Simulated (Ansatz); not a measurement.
Given:

Sn4HSe8:
Space group P3m1 (No. 156); a = b = 7.7772 Å, c = 6.3466 Å, α = β = 90.00°, γ = 120.00°

```csv
atom,site,symmetry,x,y,z
Se,3d,.m.,0.1635,0.3270,0.9946
Se,1c,3m.,0.6667,0.3333,0.9702
Sn,3d,.m.,0.3502,0.1751,0.2290
Sn,1b,3m.,0.3333,0.6667,0.2426
Se,1a,3m.,0.0000,0.0000,0.4720
Se,3d,.m.,0.5025,0.0050,0.4861
H,1a,3m.,0.0000,0.0000,0.7055
```

This is the r²SCAN+D4-relaxed structure.

Q: All from the program Ansatz at the r²SCAN+D4 level (PAW), unless another level is named. Predict the electronic character.

A: metallic (no gap).

Q: And the formation energy from the elements (no fitted shifts)?

A: -0.34 eV/atom.

Q: What about the density of states at the Fermi level?

A: 0.27 states/eV per atom (mean over ±0.08 eV).

Q: Predict the gap with spin–orbit coupling.

A: none (metallic).

A made-up cell: these elements were put on the sites of a structure type; neither database checked (COD, Materials Project) lists it. Its standing as an ambient phase is unchecked. Symmetry was held in the r²SCAN+D4 relaxation; its stability against distortions is not shown here. With an odd number of electrons in the cell and no spin polarisation, the count alone makes it a metal. The references are the lowest solids computed at this level, not always the standard phases (solids in place of the gases). Scalar-relativistic: spin–orbit coupling is off unless named, which matters more the heavier the elements.

Potentials: the later of the program's two PAW sets.
